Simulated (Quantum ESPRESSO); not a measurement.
# Quadrupole interaction in GaN

```
CELL_PARAMETERS angstrom
      3.18893     0.00000     0.00000
     -1.59446     2.76169     0.00000
      0.00000     0.00000     5.19236
ATOMIC_POSITIONS crystal
  Ga 0.66667 0.33333 0.49908
  Ga 0.33333 0.66667 0.99908
  N  0.66667 0.33333 0.87592
  N  0.33333 0.66667 0.37592
```
The cell comes from the Materials Project (a computed structure). It is GaN in P6₃mc. Stability against distortions was not tested.

Convention: |Vzz| is the largest principal value, η_Q = (Vxx − Vyy)/Vzz, |C_Q| = |eQVzz/h|. Cores are frozen. Against all-electron runs on small test molecules, this scheme's |Vzz| missed by −8 % on Ga.

Quadrupole moments taken as inputs (sizes, barn, from the tables of PySCF and pymatgen): ⁶⁹Ga 0.171, ¹⁴N 0.0204.

Q: What do the calculations give at each independent site (field gradients by the PAW reconstruction of the field gradient on a scalar-relativistic PBE ground state (a modified build of Quantum ESPRESSO, JTH datasets), 25 Ha, k-mesh 8×8×5 through Γ)?

A: 
```json
[
 {"site": "Ga (atoms 1, 2)", "site symmetry": "3m", "Vzz (a.u.)": "0.050", "η_Q": "0.00", "∣C_Q∣ (MHz)": "2.01 (⁶⁹Ga)"},
 {"site": "N (atoms 3, 4)", "site symmetry": "3m", "Vzz (a.u.)": "under 0.02", "η_Q": "–", "∣C_Q∣ (MHz)": "under 0.096 (¹⁴N)"}
]
```
